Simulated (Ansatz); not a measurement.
# HfHF$_{3}$: computed properties

Computed with Ansatz, DFT PBE, scalar-relativistic, plane waves, PAW.

Settings: cutoff 420 eV, Γ-centred mesh 12×12×10 on the computed 5-atom cell, Gaussian smearing of 0.10 eV; no spin polarisation.

The structure is relaxed at this level of theory with its symmetry kept, and needn't be the ground state of this composition.

Space group P4/mmm (No. 123). a = 3.424 Å, b = 3.424 Å, c = 3.984 Å, α = 90.00°, β = 90.00°, γ = 90.00°
```json
{"atom": "Hf", "site": "1d", "symmetry": "4/mmm", "x": "0.5000", "y": "0.5000", "z": "0.5000"}
{"atom": "H", "site": "1a", "symmetry": "4/mmm", "x": "0.0000", "y": "0.0000", "z": "0.0000"}
{"atom": "F", "site": "1b", "symmetry": "4/mmm", "x": "0.0000", "y": "0.0000", "z": "0.5000"}
{"atom": "F", "site": "2f", "symmetry": "mmm.", "x": "0.0000", "y": "0.5000", "z": "0.0000"}
```

Question: Formation energy from the elements' standard states (uncorrected)?

Answer: -1.242 eV/atom.

Question: Kohn–Sham band gap?

Answer: none (metal).

Question: Density of states at the Fermi level?

Answer: 2.7 states/eV per cell.

Question: Orbital (Löwdin) character within 0.5 eV of the Fermi level?

Answer: Hf 5d 70 %, H 1s 10 %, F 2p 9 %.

Question: Bader charge by site (e)?

Answer: Hf (1 in the cell) 2.01, H (1 in the cell) 0.39, F (1 in the cell) -0.84, F (2 in the cell) -0.78.

Spin-orbit coupling is left out, which matters for the bands of heavy elements.

Another cell of HfHF3 relaxed alike, in Pm-3m, lies 1.03 eV/atom lower, so this cell isn't the stable form at this level.

The cell was found from a structure generator's guess, not taken from experiment. Löwdin shares on free-atom orbitals overweight diffuse shells.
